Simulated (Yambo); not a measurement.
A BSE run in Yambo for LiO₂H₃ (space group P-1, No. 2, within 0.06 Å of C2/m) (LDA bands; 8×4×4 mesh, 11 valence and 6 conduction bands, static screening with 50 bands and a 3 Ry block, scissor 3.17 eV, Tamm-Dancoff; field along x) gives:

| state | energy (eV) | states within 2 meV | relative strength | class |
|---|---|---|---|---|
| 1 | 7.02 | 1 | 0.26 | strong |
| 2 | 7.10 | 1 | < 0.01 | dark |
| 3 | 7.13 | 1 | < 0.01 | dark |
| 4 | 7.29 | 1 | < 0.01 | dark |
| 5 | 7.55 | 1 | 1.00 | strong |

Axes are Cartesian, with cell vectors (Å) (3.13, 0.00, 0.00), (-1.26, 5.35, 0.00), (-1.30, -0.91, 5.28).

### Question
What changes when the window shrinks to 9 valence and 4 conduction bands?

### Answer
The lowest state goes from 7.016 eV to 7.036 eV, and its distance below the direct gap from 1.146 eV to 1.126 eV. These are vertical excitations (zero momentum); the indirect quasiparticle gap, about 7.95 eV, is smaller than the direct one (8.16 eV on the GW mesh). The scissor comes from a G0W0 run whose convergence isn't established.

Geometry of the Materials Project entry, not relaxed at this level; primitive cell a = 3.1279 Å, b = 5.5011 Å, c = 5.5089 Å, α = 96.15°, β = 103.63°, γ = 103.24°.

The structure is a Materials Project entry; no match was found in the copy of COD used, and its stability was not checked.

The distance between layers or molecules is the database entry's, not relaxed here. Functionals without dispersion can leave it too large, which widens gaps and weakens the response across layers: the numbers belong to this cell.
